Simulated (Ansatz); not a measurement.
# Convergence of As2Se with the k-point mesh

Computed with DFT PBEsol, scalar-relativistic, plane waves, PAW in Ansatz.

```
As Se
1.0
    -3.48000    3.56986    2.71382
     3.46506   -3.54846    2.66546
     3.54671    3.61517   -2.68534
As Se
4 2
Direct
  0.83558 0.11698 0.73619
  0.38121 0.13238 0.25425
  0.87232 0.64093 0.75347
  0.88099 0.12860 0.24677
  0.49343 0.47862 0.97482
  0.22236 0.71658 0.50909
```

| Quantity | Value |
| --- | --- |
| plane-wave cutoff | 420 eV |
| occupation rule | Gaussian smearing, 0.1 eV |
| spin treatment | unpolarised |

The atoms stay fixed while the k-point mesh is varied. ΔE is the energy extrapolated to zero smearing, less that of the reference run (8×8×6). The cell was strained and its atoms displaced at random, so that forces don't vanish. The meshes are Γ-centred. Pressure is positive in compression.

Times are rough; the reference took 2.2 min on 1 thread of Arm Neoverse V2, with other jobs on the host, peak memory 1.1 GiB.

| mesh | ΔE (meV/atom) | P (GPa) | largest change of a force component (eV/Å) | irreducible points | wall time (s) |
| --- | --- | --- | --- | --- | --- |
| 1×1×1 | -1733 | -19.36 | 1.021 | 1 | 1.4 |
| 2×2×2 | 302 | -3.95 | 0.505 | 8 | 4.1 |
| 4×4×4 | 34.4 | -4.66 | 0.120 | 36 | 23 |
| 6×6×4 | 11.3 | -4.41 | 0.057 | 76 | 51 |
| 8×8×6 | 0.00 | -4.33 | 0.000 | 196 | 130 |